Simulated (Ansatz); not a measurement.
Values for one crystal, relaxed and computed with DFT-r²SCAN in the program Ansatz with PAW potentials; other levels are named.

```yaml
volume_per_atom: 14.32 Å³
band_gap: 2.87 eV (smallest direct gap 2.87 eV)
conduction_band_minimum: on the Γ–Z line, 72 % of the way from Γ (2 equivalent valleys)
Formation energy from the elements (no fitted shifts): -2.09 eV/atom
Hole effective mass with spin–orbit coupling: 0.37, 1.4, 1.4 mₑ (principal values)
hole_effective_mass: 0.38, 1.5, 1.5 mₑ (principal values)
Gap with spin–orbit coupling: 2.66 eV
```

Which compound is it?
A) SnO2, P4_2/nmc (Sn on 2a, O on 4d)
B) MnAuO2, P-1 (Mn on 1h, Au on 1c, O on 2i)
C) AlN, P6_3mc (Pearson symbol hP12)
D) VBiO4, I4_1/amd (V on 4b, Bi on 4a, O on 16h)

D, VBiO4, I4_1/amd (V on 4b, Bi on 4a, O on 16h)

The workflow started from a Materials Project entry (that database holds measured and hypothetical structures alike); the Crystallography Open Database files this formula in space group No. 141, but the cells were not matched. It is not the phase usual at ambient conditions (space group No. 88). The cell was relaxed with r²SCAN under the symmetry of its start; whether a distortion lowers the energy is not shown. No spin polarisation was allowed. No Hubbard U is applied. The references are the lowest solids computed at this level, not always the standard phases (solids in place of the gases). Scalar-relativistic: spin–orbit coupling is off unless named, which matters more the heavier the elements.

Potentials: the later of the program's two PAW sets.
